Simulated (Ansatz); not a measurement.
## SnPb₃Se₄ (I4/mmm)

Method: DFT PBE, scalar-relativistic, plane waves, PAW in Ansatz.

Plane waves to 420 eV, a k mesh through Γ of 8×8×8 on the computed 8-atom cell and Gaussian smearing (0.10 eV); no spin polarisation.

The structure is relaxed at this level of theory with its symmetry kept, and needn't be the ground state of this composition.

Space group I4/mmm (No. 139), tetragonal, a = 6.182 Å, c = 12.363 Å. Sn is surrounded by 6 Se at 3.04–3.09 Å; Pb on a site of symmetry -4m2 has 6 Se at 3.09 Å; Pb on a site of symmetry 4/mmm has 6 Se at 3.09–3.14 Å; Se on a site of symmetry mmm has 4 Pb at 3.09 Å and 2 Sn at 3.09 Å; Se on a site of symmetry 4mm has 1 Sn at 3.04 Å and 5 Pb at 3.09–3.14 Å.

| Quantity | Value |
| --- | --- |
| Volume per atom | 29.53 Å³ |
| Formation energy from the elements' standard states (uncorrected) | -0.529 eV/atom |
| Kohn–Sham band gap | zero, with almost no states at the Fermi level |
| Density of states at the Fermi level | 0.0 states/eV per cell |
| Orbital (Löwdin) character within 0.5 eV of the Fermi level | Se 4p 33 %, Pb 6p 30 %, Sn 5p 15 %, Sn 5s 10 %, Se 4s 8 % |
| Bader charge by site (e) | Sn (1 in the cell) 0.87, Pb (2 in the cell) 0.89, Pb (1 in the cell) 0.88, Se (2 in the cell) -0.88, Se (2 in the cell) -0.88 |

Spin-orbit coupling is left out, which matters for the bands of heavy elements.

The cell was found from a structure generator's guess, not taken from experiment. Löwdin shares on free-atom orbitals overweight diffuse shells.
